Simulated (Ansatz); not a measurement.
A 14-atom cell of SiGe2N4 built on β-Si3N4 (relaxed group Pm) was put through Ansatz (plane waves). The geometry is the r2SCAN minimum.

The cell:
```cif
data_structure
_symmetry_space_group_name_H-M 'P 1'
_symmetry_Int_Tables_number 1
_cell_length_a 7.8933
_cell_length_b 3.0197
_cell_length_c 7.8980
_cell_angle_alpha 90.000
_cell_angle_beta 119.963
_cell_angle_gamma 90.000
_cell_volume 163.10
loop_
_atom_site_label
_atom_site_type_symbol
_atom_site_fract_x
_atom_site_fract_y
_atom_site_fract_z
_atom_site_occupancy
Ge1 Ge 0.60006 0.50000 0.82983 1
Si1 Si 0.82594 0.00000 0.23671 1
Si2 Si 0.76556 0.00000 0.59033 1
Ge2 Ge 0.22654 0.50000 0.40185 1
Ge3 Ge 0.16752 0.50000 0.76493 1
Ge4 Ge 0.41253 0.00000 0.17461 1
N1 N 0.33350 0.50000 0.66689 1
N2 N 0.67720 0.00000 0.34045 1
N3 N 0.69857 0.50000 0.65839 1
N4 N 0.68236 0.00000 0.98257 1
N5 N 0.01804 0.00000 0.70012 1
N6 N 0.95866 0.50000 0.30158 1
N7 N 0.29526 0.00000 0.32370 1
N8 N 0.33827 0.50000 0.02804 1
```

Abridged output:
```
Pseudopotential: Ge, paw, valence charge 14, recommended cutoff 500 eV (meta_gga)
Pseudopotential: Si, paw, valence charge 4, recommended cutoff 500 eV (meta_gga)
Pseudopotential: N, paw, valence charge 5, recommended cutoff 500 eV (meta_gga)
Functional definition: r2SCAN
Crystal: 14 atoms, lattice volume = 163.095 Å³
Basis set: ecut = 500 eV, 4169 PW (Γ)
Bands: 66, of which v1, the nominal top of the filled ones, is band 52 counted from 1 (51 counted from 0)
Symmetry: 2 space group operations
k-points: 68 of 128 (irreducible under 1 space group operation, time reversal used)
preconditioner: auto → Resta (q_TF=auto, 2.531 Å⁻¹)  ε∞=3.0  [insulator: Δε(μ)=3.409 eV  ℏωp=29.7 eV]
SCF 1 converged in 11 iterations: F = -21575.575623 eV  dr2 = 9.64e-12
SCF 1 converged in 6 iterations: F = -21575.197542 eV  dr2 = 1.11e-8
Free energy (F): -21575.575623 eV
Fermi energy:    8.486601 eV
--- Per-component energies (eV) ---
  E_band       = -582.710152
  E_kinetic    = 1605.828963
  E_local      = -12697.286412
  E_nonlocal   = 2109.365418
  E_hartree    = 5448.963017
  E_xc         = -861.554983
  E_vxc        = -1055.843894
  E_paw        = -10229.597142
  E_vpaw       = -1501.729019
  E_vtau       = 59.028441
  E_ewald      = -6946.562298
  E_core_change = -4.732446
--- Dielectric response (ions clamped): 3 representative field directions + reference, inside a basis on a mesh of 128 k-points ---
  ε∞ (high-frequency dielectric tensor):
        4.452164     0.000000     0.008955
        0.000000     4.555378     0.000000
        0.008955     0.000000     4.467538
  Born effective charges Z* (e; rows j = field, columns β = displacement):
    site 0:
         3.39550    0.00000   -0.10812
         0.00000    3.37350    0.00000
        -0.07519    0.00000    3.25733
    site 1:
         3.28218    0.00000   -0.02123
         0.00000    3.42357    0.00000
         0.04537    0.00000    3.69632
    site 2:
         3.59085    0.00000    0.32840
         0.00000    3.42465    0.00000
         0.10525    0.00000    3.31057
    site 3:
         3.30855    0.00000    0.09595
         0.00000    3.41581    0.00000
         0.16830    0.00000    3.25664
    site 4:
         3.23388    0.00000   -0.02783
         0.00000    3.35096    0.00000
         0.05861    0.00000    3.58392
    site 5:
         3.44109    0.00000   -0.22294
         0.00000    3.40141    0.00000
        -0.33459    0.00000    3.27762
    site 6:
        -2.85621    0.00000    0.01954
         0.00000   -1.65668    0.00000
        -0.03343    0.00000   -2.89917
    site 7:
        -3.05410    0.00000    0.16392
         0.00000   -1.69256    0.00000
         0.08106    0.00000   -3.09268
    site 8:
        -2.75326    0.00000    0.63445
         0.00000   -2.91972    0.00000
         0.64407    0.00000   -1.92218
    site 9:
        -1.54434    0.00000   -0.12121
         0.00000   -2.76165    0.00000
        -0.02907    0.00000   -3.28240
    site 10:
        -2.96113    0.00000   -0.77088
         0.00000   -2.79529    0.00000
        -0.71400    0.00000   -1.98138
    site 11:
        -2.79290    0.00000   -0.70012
         0.00000   -2.94171    0.00000
        -0.70801    0.00000   -2.02042
    site 12:
        -2.73264    0.00000    0.70943
         0.00000   -2.81897    0.00000
         0.79697    0.00000   -1.99592
    site 13:
        -1.55749    0.00000    0.02064
         0.00000   -2.80332    0.00000
        -0.00533    0.00000   -3.18825
  ε∞ is read to err by 2.5e-2, Z* by 3.2e-2 e
```

Problem. Write the input file that gave this output.

Solution.
```yaml
crystal:
  # lattice and atoms as above
kpoints:
  mp_grid: { grid: [4, 8, 4] }
hamiltonian:
  xc: r2scan
scf:
  occupations: { method: fixed }
dielectric: {}
```
A response with clamped ions alone is the dielectric block. The term E_vtau belongs to a meta-GGA, which reads the kinetic-energy density. Keys that aren't typed take their defaults; thresholds and the kind of smearing can't be read off these lines.

Problem. What wall time did it need on 1 × NVIDIA H100 80GB HBM3 with 2 threads of AMD EPYC 7R13 Processor (Zen 3) (shared host), and what peak of host memory did it reach?

Solution. About 2.2 min, with a peak of 5.3 GiB.

The structure was generated, not taken from experiment, and needn't be the ground state; spin polarisation is off.

For a response run the program warns that the ground state's bands aren't all converged, so ε∞ carries an extra error.
